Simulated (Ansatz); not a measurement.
Values for one crystal, relaxed and computed with DFT-r²SCAN in the program Ansatz with PAW potentials; other levels are named.

| Item | Result |
|---|---|
| Volume per atom | 18.17 Å³ |
| Electronic character | metallic (no gap) |
| Density of states at the Fermi level | 0.56 states/eV per atom (mean over ±0.08 eV) |
| Formation energy from the elements (no fitted shifts) | -8.2 kJ/mol of atoms |

Which of these materials gives this?
A. YAu2, MoSi2 or CaC2 type
B. TiCo, CsCl type
C. Ti2Cd, MoSi2 or CaC2 type
D. Ti2Ga, P6_3/mmc (Ti on 2d, Ti on 2a, Ga on 2c)

C, Ti2Cd, MoSi2 or CaC2 type

Space group I4/mmm (MoSi2 or CaC2 type). The first step of the workflow began from a Materials Project structure, measured or hypothetical; the Crystallography Open Database files this formula in space group No. 139, but the cells were not matched. Whether it is the stable phase at ambient conditions was not checked. The r²SCAN relaxation kept the symmetry of its start; its stability against distortions is not shown here. No spin polarisation was allowed. The references are the lowest solids computed at this level, not always the standard phases. Scalar-relativistic: spin–orbit coupling is off unless named, which matters more the heavier the elements.

Potentials: the later of the program's two PAW sets.
